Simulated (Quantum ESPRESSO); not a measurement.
```
CELL_PARAMETERS angstrom
      3.69138     0.00000     0.00000
     -1.84569     3.19683     0.00000
      0.00000     0.00000     6.04108
ATOMIC_POSITIONS crystal
  Zr 0.00000 0.00000 0.00000
  S  0.66667 0.33333 0.75547
  S  0.33333 0.66667 0.24453
```
The cell was made here from a computed Materials Project entry: S2 and its equivalents moved by 0.04 Å along (0.00, 0.00, -1.00), space group kept. The parent is ZrS2 in P-3m1; whether this form has been observed was not checked. Stability against distortions was not tested. The layers lie 3.1 Å apart; this gap hangs on dispersion, and neither it nor the stacking was checked against the measured crystal. The run has no spin polarisation.

A lattice sum over point charges, one formal value an element (Zr +4, S -2), with no Sternheimer factor, costs far less than a self-consistent run. Taken along the main axis of each site's self-consistent tensor, it gives:

```csv
site,"V along that axis, point charges (a.u.)"
Zr (atom 1),-0.056
```

### Question
How do the values of the PAW reconstruction of the field gradient on a scalar-relativistic PBE ground state (a modified build of Quantum ESPRESSO, JTH datasets) compare?

### Answer
```json
[
 {"site": "Zr", "Vzz, PAW (a.u.)": "-0.100", "PAW over point charges": "1.8"}
]
```
  Cores are frozen. Zr had no test against all-electron runs.
